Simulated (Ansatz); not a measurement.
# Calculated O-17 nuclear quadrupole resonance for NaH3SO5

Cell: a computed structure from the Materials Project (it need not be an observed phase), atoms as given.

Space group Cc (No. 9); a = 7.9224, b = 7.9483, c = 8.0282 Å, β = 117.37°.

| site | Wyckoff | site symmetry | x | y | z |
| --- | --- | --- | --- | --- | --- |
| Na | 4a | 1 | 0.5171 | 0.9634 | 0.4932 |
| H3 | 4a | 1 | 0.6770 | 0.1974 | 0.7763 |
| H5 | 4a | 1 | 0.4639 | 0.2532 | 0.6809 |
| H7 | 4a | 1 | 0.1313 | 0.9597 | 0.0008 |
| S | 4a | 1 | 0.4998 | 0.6168 | 0.7493 |
| O11 | 4a | 1 | 0.8606 | 0.9831 | 0.6581 |
| O13 | 4a | 1 | 0.5886 | 0.6776 | 0.6339 |
| O15 | 4a | 1 | 0.1761 | 0.0330 | 0.9252 |
| O17 | 4a | 1 | 0.4287 | 0.7543 | 0.8208 |
| O19 | 4a | 1 | 0.5464 | 0.1549 | 0.7345 |

One atom of each set is listed; the run and its k-mesh use a cell of 20 atoms with edges of 5.61, 5.61, 8.03 Å.

All values are calculated (Ansatz; DFT, PBE, plane waves and PAW, scalar-relativistic, 420 eV cutoff, Γ-centred 5×5×4 k-points, Fermi–Dirac smearing 0.02 eV), not measured.

O-17: I = 5/2, Q = -25.58 mb (year-2017 value). Static lattice, zero field.

(1) At which frequencies do the O-17 NQR lines lie?

## Answers

(1) For I = 5/2 and η = 0 the lines are 3|C_Q|/20 and twice that; η pulls their ratio below 2. At large η the states mix, and weaker lines appear at sums of the main ones; lines under 5 % of the strongest are left out.

```csv
site,atoms,V_zz (10²¹ V/m²),C_Q (MHz),η,line frequencies (MHz)
O11,2,12.91,-7.99,0.14,"1.22, 2.39"
O13,2,13.32,-8.24,0.08,"1.24, 2.47"
O15,2,14.50,-8.97,0.97,"2.33, 2.38, 4.71"
O17,2,12.93,-7.99,0.02,"1.20, 2.40"
O19,2,-14.08,8.71,0.83,"2.05, 2.37, 4.42"
```

At O11, O13 and O17 V_zz points along its bond to S (within 4°) in each case.

The largest force is 0.4 eV/Å, so the atoms aren't at the calculated equilibrium and relaxing them would move these values.

The run took 70 s of wall time (70 s of CPU time) and 0.64 GiB at its peak, on 1 thread of Arm Neoverse V1 (aarch64; 8 cores open to the job, memory cap 2.5 GiB, no GPU), a shared host with a load of 0.2 a core.
